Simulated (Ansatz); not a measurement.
What DFT gives for Ir

```xyz
8
Lattice="1.8450 3.1956 0.0000 -1.8450 3.1956 0.0000 0.0000 0.0000 12.3586" Properties=species:S:1:pos:R:3 pbc="T T T"
Ir    0.0000    0.0000    5.0201
Ir    0.0000    0.0000   11.1994
Ir    0.0000    0.0000    1.1592
Ir    0.0000    0.0000    7.3386
Ir    0.0000    2.1304    4.2477
Ir    0.0000    4.2608   10.4270
Ir    0.0000    2.1304    1.9317
Ir    0.0000    4.2608    8.1110
```

The numbers come from plane-wave PAW DFT (Ansatz): r2SCAN, no spin polarisation, 500 eV, 8×8×2 Γ-centred k points, fermi-dirac occupations (width 0.0103 eV). Nothing was relaxed.

**Forces.** The largest is on Ir4 (and as large on other atoms): 1.12 eV/Å, components (0.00, 0.00, -1.12). It makes 110° with the line to a nearest neighbour, Ir8 at 2.27 Å.
**Stress.** The pressure is 43.1 GPa (compression positive), so with the atoms held at these fractions the cell would first expand; the forces are large, so a full relaxation may end otherwise. The principal stresses 36.7, 46.3, 46.3 GPa differ, so its shape would change too.
**Contacts.** Ir–Ir at 2.27 Å: least valence density 1.06 e/Å³ and ELF 0.39 there. These are pseudo-fields; inside the PAW spheres they differ from the all-electron ones.
**At the Fermi level.** It is a metal, with about 7 states/eV a cell as the mean within 0.25 eV of the Fermi level, mostly Ir d (83 %).

Origin: a known structure type with other elements, at an estimated volume, so it need not be a known compound. Caveats: atoms or cell far from equilibrium.
